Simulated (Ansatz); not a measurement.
# Kick test of a cell of MgCdO

The cell was found from a structure generator's guess, not taken from experiment.

These are results of DFT PBE, scalar-relativistic, plane waves, PAW in Ansatz, not measurements. Plane waves to 420 eV, a k mesh through Γ of 12×12×12 on the computed 3-atom cell and Gaussian smearing (0.10 eV); no spin polarisation.

The cell below (3 atoms, space group P4/mmm (No. 123)) is relaxed within its symmetry.

```yaml
crystal:
  lattice:
    - [3.75971, 0.00000, 0.00000]
    - [0.00000, 3.75971, 0.00000]
    - [0.00000, 0.00000, 3.76537]
  atoms:
    - { symbol: Mg, position: [0.50000, 0.50000, 0.50000] }
    - { symbol: Cd, position: [0.00000, 0.00000, 0.00000] }
    - { symbol: O, position: [0.50000, 0.50000, 0.00000] }
```

For the test a repeat of it with 6 atoms (edges 3.76, 3.76, 7.53 Å) was strained at random (σ = 1.5 % a component), the atoms were moved at random (σ = 0.10 Å), and all was relaxed again on a coarse 6×6×4 mesh (in the run’s order of axes) with 0.20 eV smearing, with no symmetry imposed.

**Question.** Does it come back?

**Answer.** It doesn't return. The energy falls by 181 meV/atom on that mesh, the volume changes by -1.7 %, and the end has space group Pmm2 (No. 25) at a loose tolerance. Relaxed again on a 14×14×10 mesh with 0.10 eV smearing, the new structure lies 178 meV/atom below the first (mesh in the axes of the run's cell; the cell below is made exact in the group named). Space group Pmm2 (No. 25), orthorhombic, a = 3.172 Å, b = 3.405 Å, c = 4.840 Å. Mg has 2 O at 1.93 Å; around Cd lie 2 O at 2.32 Å; O is surrounded by 2 Mg at 1.93 Å and 2 Cd at 2.32 Å.

```
CELL_PARAMETERS angstrom
3.17156 0.00000 0.00000
0.00000 3.40460 0.00000
0.00000 0.00000 4.84037
ATOMIC_POSITIONS crystal
Mg 0.00000 0.50000 0.40724
Cd 0.50000 0.00000 0.95935
O 0.50000 0.50000 0.63341
```
